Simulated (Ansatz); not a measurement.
TiGa2 in space group Fddd (No. 70; Ga on 16f, Ti on 8b) under volume change, the program Ansatz at the r²SCAN level (PAW), shape and atoms relaxed at each volume.

```json
[
 {"V (Å³/atom)": "14.660", "E − E(relaxed) (meV/atom)": "51.9", "P (GPa)": "12.49"},
 {"V (Å³/atom)": "15.144", "E − E(relaxed) (meV/atom)": "21.8", "P (GPa)": "7.63"},
 {"V (Å³/atom)": "15.627", "E − E(relaxed) (meV/atom)": "5.1", "P (GPa)": "3.50"},
 {"V (Å³/atom)": "16.110", "E − E(relaxed) (meV/atom)": "0.0", "P (GPa)": "0.00"},
 {"V (Å³/atom)": "16.594", "E − E(relaxed) (meV/atom)": "4.6", "P (GPa)": "-2.98"},
 {"V (Å³/atom)": "17.077", "E − E(relaxed) (meV/atom)": "17.5", "P (GPa)": "-5.50"},
 {"V (Å³/atom)": "17.560", "E − E(relaxed) (meV/atom)": "37.4", "P (GPa)": "-7.63"}
]
```

**Question.** What does a third-order Birch–Murnaghan fit give for V₀, B₀ and B′?

**Answer.** V₀ = 16.11 Å³/atom, B₀ = 107 GPa, B′ = 4.4.

The start of the workflow was typed in or built on a structure type; neither database checked (COD, Materials Project) lists it. Whether it is the stable phase at ambient conditions was not checked. The r²SCAN relaxation kept the symmetry of its start; its stability against distortions is not shown here. No spin polarisation was allowed.

Potentials: the later of the program's two PAW sets.
